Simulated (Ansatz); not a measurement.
**Relaxing a structure of TaSi2**

The start is a relaxed TaSi2 cell displaced along its unstable phonon at q = (½, ½, 0) of its primitive reciprocal cell (30i cm⁻¹), largest move 0.15 Å. The cell and all atomic positions are relaxed at zero pressure with PBE (plane waves to 420 eV, PAW, scalar-relativistic; Ansatz, a program for electronic structure). The first steps use a coarse 9×9×9 k-mesh.

Input geometry:
```
CELL_PARAMETERS angstrom
      4.31340     2.49035    12.20948
      0.00000     2.49035    12.20948
      0.00000    -2.49035     6.10474
ATOMIC_POSITIONS crystal
  Ta 0.96715 0.25290 0.22005
  Ta 0.53285 0.18721 0.22005
  Ta 0.03285 0.74710 0.77995
  Ta 0.46715 0.81279 0.77995
  Si 0.96522 0.66988 0.63511
  Si 0.53478 0.60033 0.63511
  Si 0.96671 0.11025 0.07696
  Si 0.53329 0.04367 0.07696
  Si 0.03478 0.33012 0.36489
  Si 0.46522 0.39967 0.36489
  Si 0.03329 0.88975 0.92304
  Si 0.46671 0.95633 0.92304
```

Question: Which atoms feel the largest initial force, and how large is it?

Answer: 0.27 eV/Å, on Si5, Si6, Si9, Si10 (atoms numbered as listed).

Question: How does the volume change?

Answer: +0.4 %, from 16.39 to 16.46 Å³/atom.

Question: Does it find its way back to the structure it was made from?

Answer: It does not go back: it reaches P2₁/c (No. 14), 0.21 eV/atom below the parent.

Question: How do the shortest distances between atoms change?

Answer: The closest pairs of elements (up to four, under 3.6 Å), start → end: Si–Si 2.62 → 2.49 Å; Si–Ta 2.58 → 2.55 Å; Ta–Ta 3.17 → 3.34 Å.

Question: Is the relaxed structure metallic? Give its gap.

Answer: Zero (metallic).

Question: Give the final cell and atomic positions.

Answer: 
```cif
data_Si8Ta4
_chemical_formula_sum 'Ta4 Si8'
_space_group_name_H-M_alt 'P21/c'
_space_group_IT_number 14
_space_group_name_Hall '-P 2ybc'
_cell_length_a 6.84602
_cell_length_b 4.85501
_cell_length_c 6.26672
_cell_angle_alpha 90.000
_cell_angle_beta 108.541
_cell_angle_gamma 90.000
loop_
_atom_site_label
_atom_site_type_symbol
_atom_site_symmetry_multiplicity
_atom_site_Wyckoff_symbol
_atom_site_fract_x
_atom_site_fract_y
_atom_site_fract_z
_atom_site_occupancy
Ta1 Ta 4 e 0.32051 0.36907 0.24915 1
Si1 Si 4 e 0.07643 0.00429 0.33507 1
Si2 Si 4 e 0.28742 0.86465 0.09408 1
```

Final values are on a 7×10×8 k-mesh of the relaxed cell. No spin polarisation in the result.

The run could not lose the symmetry of its start: the end is stationary, and may be a saddle point rather than a minimum.

The relaxed structure here is a generated cell of TaSi2: the first start was made by placing the elements on the sites of a structure type, and the end was not matched to a known phase here, so it may be hypothetical. Known forms of TaSi2 include space group No. 181.
